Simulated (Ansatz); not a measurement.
Values for one crystal, relaxed and computed with PBEsol in the plane-wave PAW code Ansatz; other levels are named.

| Property | Result |
|---|---|
| Volume per atom | 15.47 Å³ |
| Electronic character | metallic (no gap) |
| Highest zone-centre frequency | 159 cm⁻¹ |
| Poisson's ratio | 0.39 |
| Young's modulus | 166 GPa |
| Formation energy from the elements (no fitted shifts) | -0.17 eV/atom |
| Zone-centre stability | no imaginary mode at Γ |

Which compound is it?
(A) Mg2Sn, cubic Laves (MgCu2 type)
(B) In2Ag, I4/mcm (In on 8h, Ag on 4a)
(C) V3Au, Cu3Au type
(D) NbRu, L1₀ or tetragonal B2

D, NbRu, L1₀ or tetragonal B2

Space group P4/mmm (L1₀ or tetragonal B2). The first step of the workflow began from a Materials Project structure, measured or hypothetical; the Crystallography Open Database files this formula in space group No. 123, but the cells were not matched. Its standing as an ambient phase is unchecked. Symmetry was held in the PBEsol relaxation. No spin polarisation was allowed. As this level gives no gap, phonon frequencies hold no LO–TO term and depend on the k-mesh and smearing (Fermi–Dirac, 0.1 eV here). The references are the lowest solids computed at this level, not always the standard phases. Scalar-relativistic: spin–orbit coupling is off unless named, which matters more the heavier the elements.

Potentials: the later of the program's two PAW sets.
